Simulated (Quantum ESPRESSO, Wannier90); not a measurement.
**Wannierisation of Na2S (anti-fluorite)**

```xyz
3
Lattice="0.0000 3.2492 3.2492 3.2492 0.0000 3.2492 3.2492 3.2492 0.0000" Properties=species:S:1:pos:R:3 pbc="T T T"
Na     1.6246     1.6246     1.6246
Na    -1.6246    -1.6246    -1.6246
S      0.0000     0.0000     0.0000
```

Structure: Materials Project mp-648, symmetrised, not relaxed again. COD (Crystallography Open Database) has the formula in 2 space groups, this one among them (matched by group alone). Computed values, not measurements, from LDA: Quantum ESPRESSO (norm-conserving PseudoDojo potentials, cutoff 71 Ry, no spin polarisation, no spin-orbit coupling) on a Γ-centred 8×8×8 mesh, then Wannier90. Density: 8×8×8 mesh, cold smearing 0.01 Ry.

Bands 10-12 form an isolated set from -1.74 to 0.00 eV relative to the valence-band maximum (on the path) and are turned into 3 Wannier functions by minimising the spread from the start: atomic waves S 3p.

### Question
Where do the functions sit, how wide are they and what are they made of?

### Answer
```json
[
 {"functions": "3", "spread (Å²)": "2.12", "nearest atom, distance (Å)": "S 0.00", "second atom, distance (Å)": "Na 2.81", "weight on atomic waves": "S 3p 88 %, Na 3s 9 %"}
]
```

Ω_I = 6.31 Å², Ω_total = 6.37 Å²; the interpolated bands follow pw.x to 0.7 meV rms on the path. Only this start was tried; a symmetric start can stop on a saddle, and mixtures of these functions could lower the total by at most Ω_total − Ω_I.
